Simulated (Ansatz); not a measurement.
BaTiO3 (cubic perovskite)

```xyz
5
Lattice="3.9944 0.0000 0.0000 0.0000 3.9944 0.0000 0.0000 0.0000 3.9944" Properties=species:S:1:pos:R:3 pbc="T T T"
Ba     0.0000     0.0000     0.0000
Ti     1.9972     1.9972     1.9972
O      0.0000     1.9972     1.9972
O      1.9972     1.9972     0.0000
O      1.9972     0.0000     1.9972
```

The slice is a {100} plane (indices of the conventional cell) through the point (0.000, 0.000, 0.000) (fractional), spanned by u = [100] and v = [010] in vectors of this cell: u (3.99 Å) and v (3.99 Å, at 90° to u). It covers one period; positions are fractions (u, v).

Computed with r2SCAN (plane waves to 500 eV, PAW, scalar-relativistic; Ansatz, an electronic-structure program). k mesh 8×8×8. These are valence fields of a PAW run, semicore shells included where kept as valence: close to a nucleus they are smooth pseudo fields. BaTiO3 is run without spin polarisation. BaTiO3 was relaxed with its symmetry unable to fall. The PAW data are Ansatz's earlier set. This is a high-temperature form of BaTiO3.

Around which element is the density of the lowest conduction band (whole band as if filled, smooth part) largest on this plane?

O. Mean over a disc round each atom, of radius 0.45 times the shortest bond: O 0.026, Ba 0.001 e/Å³.

Around which element is the density of the highest valence band (whole band, smooth part) largest on this plane?

O. Mean over a disc round each atom, of radius 0.45 times the shortest bond: O 0.169, Ba 0.008 e/Å³.

Sketch the density of the lowest conduction band (whole band as if filled, smooth part) on this plane as a map.


```
|                            |
|                            |
|                            |
|                            |
|                            |
|                            |
|            .....           |
|          ...:::...         |
|         ..:-===-:..        |
|        ..:=*###*=:..       |
|        .:=*%@@@%*=:.       |
|       ..-*%@@%@@%*-..      |
|       .:=#@@+-+@@#=:.      |
|       .:=#@%- -%@#=:.      |
|       .:=#@@+-+@@#=:.      |
|       ..-*%@@%@@%*-..      |
|        .:=*%@@@%*=:.       |
|        ..:=*###*=:..       |
|         ..:-===-:..        |
|          ...:::...         |
|            .....           |
|                            |
|                            |
|                            |
|                            |
|                            |
|                            |
|                            |
```
Scale: ten equal steps from 0.000 (start of ' ') to 0.045 (end of '@'), in the order ' .:-=+*#%@'. Values: density of the lowest conduction band (whole band as if filled, smooth part) in e/Å³. The map has 28 points along u (one character each, u = 0 at the left) and 28 along v (v = 0 in the bottom row).
